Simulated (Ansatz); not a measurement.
TiO₂:
```
TiO2
1.0
   -1.88448     1.88448     4.78029
    1.88448    -1.88448     4.78029
    1.88448     1.88448    -4.78029
Ti O
2 4
Direct
  0.00000   0.00000   0.00000
  0.75000   0.25000   0.50000
  0.95739   0.45739   0.50000
  0.20739   0.20739   0.00000
  0.79261   0.79261   0.00000
  0.54261   0.04261   0.50000
```

x, y and z are the axes in which the lattice vectors are written.

Q: Give the high-frequency dielectric tensor and the Born effective charge tensors of the independent atoms from DFPT, plane-wave PAW PBEsol (Ansatz code).

A: 
ε∞:
```
6.85  0.00  0.00
0.00  6.85  0.00
0.00  0.00  6.28
```
Z* of atom 1 (Ti), rows: field, columns: displacement, in e:
```
6.55  0.00  0.00
0.00  6.55  0.00
0.00  0.00  5.73
```
Z* of atom 3 (O), rows: field, columns: displacement, in e:
```
-5.43   0.00   0.00
 0.00  -1.11   0.00
 0.00   0.00  -2.86
```

Space group I4_1/amd (anatase). The cell was relaxed with PBEsol under the symmetry of its start. No spin polarisation was allowed.

Potentials: the earlier of the program's two PAW sets. The files were generated under PBE; for other functionals the program regenerates the frozen cores, and for LDA and PBEsol the local potential too.
